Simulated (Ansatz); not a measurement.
A geometry of Nb2C away from equilibrium: step 3 of the relaxation of a relaxed Nb2C cell displaced along its unstable phonon at q = Γ (148i cm⁻¹), largest move 0.15 Å. Calculation: PBEsol (plane waves to 420 eV, PAW, scalar-relativistic; Ansatz, a first-principles code). Γ-centred k-mesh 6×6×10 on the run's cell (coarser than for final values), Fermi–Dirac smearing 0.05 eV. The plane waves were selected for a different cell earlier on the path.

```xyz
9
Lattice="6.3750 0.1215 0.0000 -3.0823 5.6259 0.0000 0.0000 0.0000 3.2260" Properties=species:S:1:pos:R:3 pbc="T T T"
Nb     1.6703    -0.0445     0.0000
Nb     5.6434     1.4432     0.0000
Nb     2.3981     4.2161     0.0000
Nb     3.7664     0.3573     1.6130
Nb     4.6387     3.4216     1.6130
Nb     1.2346     2.4201     1.6130
C      0.0227    -0.2129     1.6130
C     -0.0197     3.6532     0.0000
C      3.2691     1.9877     0.0000
```

Problem. Give the Cartesian forces on all atoms (eV/Å).

Solution. 
| atom | Fx | Fy | Fz |
|---|---|---|---|
| Nb1 | 0.15 | -0.46 | 0.00 |
| Nb2 | -0.22 | 0.13 | 0.00 |
| Nb3 | 0.12 | 0.05 | 0.00 |
| Nb4 | -0.01 | 0.53 | 0.00 |
| Nb5 | -0.48 | 0.12 | 0.00 |
| Nb6 | 0.50 | 0.55 | 0.00 |
| C7 | 0.09 | -0.51 | 0.00 |
| C8 | -0.24 | -0.43 | 0.00 |
| C9 | 0.08 | 0.02 | 0.00 |

The path ends in Pm (No. 6). No spin polarisation in the result.

The run could not lose the symmetry of its start: the end is stationary, and may be a saddle point rather than a minimum.

The end of the path is a generated cell of Nb2C: the first start was made by placing the elements on the sites of a structure type, and the end was not matched to a known phase here, so it may be hypothetical.
